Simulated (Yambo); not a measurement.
## Optical response of Ni₃Si

```
Ni3Si
1.0
    3.46374     0.00000     0.00000
    0.00000     3.46374     0.00000
    0.00000     0.00000     3.46374
Si Ni
1 3
Direct
  0.00000   0.00000   0.00000
  0.00000   0.50000   0.50000
  0.50000   0.00000   0.50000
  0.50000   0.50000   0.00000
```

Yambo, RPA with local fields on PBEsol bands; 12×12×12 mesh, 76 bands, 4 Ry local-field block, 0.25 eV broadening; field along x.

| E (eV) | Im ε | Im ε, independent particles |
|---|---|---|
| 0.6 | 24.4 | 24.6 |
| 1.1 | 47.7 | 48.2 |
| 1.6 | 37.8 | 38.3 |
| 2.1 | 23.8 | 24.2 |
| 2.6 | 13.6 | 13.9 |
| 3.1 | 9.65 | 9.86 |
| 3.6 | 8.55 | 8.80 |
| 4.1 | 7.94 | 8.25 |
| 4.6 | 9.38 | 9.55 |
| 5.1 | 9.21 | 9.21 |
| 5.6 | 8.78 | 8.64 |
| 6.1 | 8.76 | 8.59 |
| 6.6 | 7.94 | 7.77 |
| 7.1 | 6.67 | 6.55 |
| 7.6 | 6.27 | 6.13 |
| 8.1 | 5.78 | 5.73 |
| 8.6 | 4.94 | 4.91 |
| 9.1 | 4.45 | 4.45 |
| 9.6 | 4.66 | 4.68 |
| 10.1 | 4.51 | 4.52 |
| 10.6 | 3.83 | 3.83 |
| 11.1 | 3.32 | 3.34 |
| 11.6 | 2.67 | 2.70 |
| 12.1 | 2.31 | 2.33 |
| 12.6 | 2.31 | 2.34 |
| 13.1 | 2.28 | 2.29 |
| 13.6 | 2.04 | 2.01 |
| 14.1 | 1.85 | 1.83 |
| 14.6 | 1.82 | 1.82 |
| 15.1 | 1.77 | 1.76 |
| 15.6 | 1.66 | 1.67 |
| 16.1 | 1.42 | 1.43 |
| 16.6 | 1.24 | 1.24 |
| 17.1 | 1.15 | 1.15 |
| 17.6 | 1.04 | 1.04 |
| 18.1 | 0.94 | 0.94 |
| 18.6 | 0.87 | 0.88 |
| 19.1 | 0.81 | 0.82 |
| 19.6 | 0.74 | 0.75 |

Only interband transitions are included: the Drude term is missing, so nothing below about 0.6 eV and no real part is shown. Peak heights and small wiggles depend on the k mesh.

Geometry of the Materials Project entry, not relaxed at this level.

The runs are not spin-polarised; magnetic order was not tried.
